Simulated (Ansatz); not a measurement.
A scan (energy over volume and axial ratio; atoms clamped) gave these values. All values below come from PBE (plane waves to 420 eV, PAW, scalar-relativistic; Ansatz, a quantum-chemistry and plane-wave program).

- Shear modulus C′ = (C11 − C12)/2 (fit, atoms clamped) = 92 GPa

Task: Of these crystals, all scanned alike, which one is it?
A) BeS (zinc blende)
B) Li₂O (anti-fluorite)
C) AgBr (rock salt)

Result: B, Li₂O (anti-fluorite). The others have, for the shear modulus C′ = (C11 − C12)/2: AgBr 10 GPa, BeS 48 GPa

All were relaxed with their symmetry unable to fall.

(Under strain, the slope of the energy per volume gives the stress and its curvature an elastic modulus.)
